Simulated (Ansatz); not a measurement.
LaGeO:
```
CELL_PARAMETERS angstrom
      3.56614     0.00000     0.00000
      0.00000     3.56614     0.00000
      0.00000     0.00000     8.53335
ATOMIC_POSITIONS crystal
  La 0.00000 0.50000 0.66949
  La 0.50000 0.00000 0.33051
  Ge 0.00000 0.00000 0.00000
  Ge 0.50000 0.50000 0.00000
  O  0.50000 0.00000 0.60938
  O  0.00000 0.50000 0.39062
```

Relaxed with PBEsol. Special points in fractions of this cell's reciprocal vectors: Γ (0.000, 0.000, 0.000); X (0.000, 0.500, 0.000); M (0.500, 0.500, 0.000); Z (0.000, 0.000, 0.500); R (0.000, 0.500, 0.500); A (0.500, 0.500, 0.500).

### Question
List the band energies nearest the Fermi level at these points for DFT-PBEsol with spin–orbit coupling in the program Ansatz with PAW potentials.

### Answer
In eV from the Fermi level; about four levels below and three above (degenerate sets whole), none deeper than 8.9 eV; points with the same levels are listed once.

```
k                    below                above
-  -----------------------  -------------------
Γ  -0.22 -0.22 -0.13 -0.13  2.20 2.20 2.30 2.30
X  -0.76 -0.76 -0.76 -0.76  1.57 1.57 1.57 1.57
M  -0.57 -0.57 -0.57 -0.57  1.87 1.87 1.87 1.87
Z  -1.33 -1.33 -0.96 -0.96  0.88 0.88 1.74 1.74
R  -1.37 -1.37 -1.37 -1.37  1.62 1.62 1.62 1.62
A  -0.50 -0.50 -0.50 -0.50  2.06 2.06 2.06 2.06
```

Space group P4/nmm. The start of the workflow was typed in or built on a structure type; neither database checked (COD, Materials Project) lists it. Whether it is the stable phase at ambient conditions was not checked. The cell was relaxed with PBEsol under the symmetry of its start; phonons show weakly imaginary modes.

Potentials: the earlier of the program's two PAW sets. The files were generated under PBE; for other functionals the program regenerates the frozen cores, and for LDA and PBEsol the local potential too.
